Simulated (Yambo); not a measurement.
Yambo run on MoSe$_{2}$ (space group P6_3/mmc, No. 194). The wavefunctions are PBE (stringent potentials; pw.x of Quantum ESPRESSO, ONCV potentials, scalar-relativistic) ones on a 3×3×1 mesh (62 occupied bands); a = b = 3.278 Å, c = 12.724 Å, α = β = 90.00°, γ = 120.00°.

Yambo input:

```
rim_cut
gw0
dyson
el_el_corr
HF_and_locXC
ppa
em1d
RandQpts= 1000000
RandGvec= 1 Ry
EXXRLvcs= 104 Ry
VXCRLvcs= 416 Ry
Chimod= "HARTREE"
% BndsRnXp
 39 | 227 |
%
NGsBlkXp= 12 Ry
% LongDrXp
 1.0 | 1.0 | 1.0 |
%
PPAPntXp= 27.2114 eV
% GbndRnge
 1 | 227 |
%
GTermKind= "BG"
DysSolver= "n"
ExtendOut
% QPkrange
 1 | 1 | 62 | 62 |
 3 | 3 | 62 | 63 |
%
```

k points by index: 1 = Γ, 3 = K.

The o-*.qp file then holds:

```
#    K-point    Band    Eo [eV]    E [eV]    E-Eo [eV]    Vxc [eV]    Vnlxc [eV]    Sc|Eo [eV]    Sc|E [eV]    dSc/dw|Eo [eV]    Re(Z)    Im(Z)
#
    1    62    0.000000    0.060306    0.060306    -16.95861    -17.36072    0.479448    0.462422    -7.687871    0.779710    -0.001388
    3    62    -0.289442    -0.236585    0.052857    -16.71693    -17.39159    0.742601    0.727521    -7.770112    0.777877    -0.001407
    3    63    1.167638    1.694867    0.527229    -17.63116    -12.89061    -4.057671    -4.213320    -8.031738    0.772102    -0.001486
```
(The two width columns are left out.) Convergence of these settings isn't established.

Spin-orbit coupling is not included.

Geometry relaxed with PBE+D3(BJ).
